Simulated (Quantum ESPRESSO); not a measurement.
# Planted mistakes on one cell of Mg3S2FCl

Calculated results; nothing here was measured. They come from pw.x of Quantum ESPRESSO 7.5, a plane-wave density functional program, with PseudoDojo standard norm-conserving files (v0.5 for PBE, v0.4.1 for LDA and PBEsol). The cells are made up: elements, strain and atom displacements were drawn at random, and nothing was relaxed. There is no spin polarisation, spin-orbit coupling or dispersion term.

The cell has 8 sites of a zincblende or diamond lattice. Sites 1 to 4 hold empty Mg Mg Mg; sites 5 to 8 hold S F Cl S. Cell vectors in Å: (5.531, 0.000, 0.000); (0.000, 5.531, 0.000); (0.000, 0.000, 5.531). Settings: PBE, cutoff 1143 eV, 4 x 4 x 4 k mesh shifted by half a step, Fermi-Dirac smearing of 0.025 eV.

The intended run has a self-consistency threshold of 1e-07 eV, a smearing term of 0.000 eV, a pressure of -2.37 GPa and 10 iterations. Each further run changes one thing: all lengths scaled by 1.0197; atoms of sites 6 and 8 exchanged; one electron removed; smearing 0.65 eV; threshold 0.4 eV. A coarse mesh keeps the shift, and a charged cell sits in a uniform background.

| run | change of free energy (eV) | smearing term -TS (eV) | change of P (GPa) | largest change of a force component (eV/Å) | iterations |
| --- | --- | --- | --- | --- | --- |
| A | -2.137 | -0.013 | -7.09 | 1.144 | 12 |
| B | 0.017 | 0.000 | 0.30 | 0.056 | 4 |
| C | 0.213 | 0.000 | -1.88 | 0.256 | 10 |
| D | -0.300 | -1.172 | 0.64 | 0.299 | 10 |
| E | 0.220 | 0.000 | 0.55 | 1.648 | 10 |

A rerun of the intended cell at 1437 eV and k mesh 6 x 6 x 6 moved values by no more than 0.002 eV in the cell's energy, 0.02 GPa in stress and 0.007 eV/Å in force.

Question: which change belongs to which run?

## Worked reading

Run B has the fewest iterations, as a run stopped early does. Run D has the largest smearing term, as wide smearing gives. Run C changes the volume by a factor of 1.0603; minus its pressure change over the logarithm of that factor, 32 GPa, is a rough bulk modulus with clamped atoms. Energies from files of another functional, or of a charged cell, have another zero and say nothing on stability; the pressure of a charged cell rests on the program's zero of potential too.

## Key

| run | change |
| --- | --- |
| A | one electron removed |
| B | threshold 0.4 eV |
| C | all lengths scaled by 1.0197 |
| D | smearing 0.65 eV |
| E | atoms of sites 6 and 8 exchanged |